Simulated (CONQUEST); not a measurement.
Set-up for a self-consistent single point of Se (P3_121, 6 atoms in the cell; from Materials Project mp-14, changed as shown).

```xyz
6
Lattice="4.4746 0.0000 0.0000 0.0000 7.7502 0.0000 0.0000 0.0000 4.9454" Properties=species:S:1:pos:R:3 pbc="T T T"
Se     0.9750     0.0000     1.6485
Se     3.9871     0.8443     3.2969
Se     1.7498     3.0308     0.0000
Se     3.2123     3.8751     1.6485
Se     1.7498     4.7194     3.2969
Se     3.9871     6.9059     0.0000
```

All values come from this method and carry its errors: PBE, numerical atomic orbitals double-zeta with polarisation (the shipped basis), PseudoDojo norm-conserving potentials made for PBE (CONQUEST).

CONQUEST settings:

- basis = DZP
- Diag.MPMeshX, Y, Z = 5 3 5
- potentials = PseudoDojo norm-conserving PBE
- Grid.GridCutoff = 140 Ha
- DM.SolutionMethod = diagon
- Diag.kT = 0.000367 Ha
- Diag.GammaCentred = true
- minE.SCTolerance = 1.0e-06
- SC.MaxIters = 100
- SC.LinearMixingFactor = 0.3
- AtomMove.TypeOfRun = static

Results:

```
Property                                                   Value
------------------------------------------------  --------------
Number of valence electrons                                   96
Number of bands                                              108
Number of k-points after the program's reduction              38
Size of the basis                                            108
Number of SCF iterations                                       7
FFT grid                                            48 × 80 × 60
Free energy E − TS                                -19791.2680 eV
Pressure                                                4.31 GPa
Largest force (vector length)                         1.175 eV/Å
```

Forces (eV/Å):
```tsv
atom	Fx	Fy	Fz
Se1	1.175	0.000	0.000
Se2	-0.605	0.996	0.001
Se3	-0.605	-0.996	-0.001
Se4	1.175	0.000	0.000
Se5	-0.605	0.996	0.001
Se6	-0.605	-0.996	-0.001
```

For comparison: a first run was changed to give this one (volume scaled by 0.98), and from it to this one the free energy goes up by 13.3 meV/atom, the pressure goes from 3.07 to 4.31 GPa and the largest force goes from 0.938 to 1.175 eV/Å.

The program uses no crystal symmetry, so grid and mesh can part values that symmetry would make equal. The atom-centred basis is finite, which shifts total energies, pressures and forces against plane waves. Forces above 1 eV/Å remain at this geometry, of which the finite basis can carry a part. The structure comes from a collection of computed structures, made at another level of theory; the collection holds predicted forms beside known ones.

Cost on one core: very roughly 30 core-seconds.
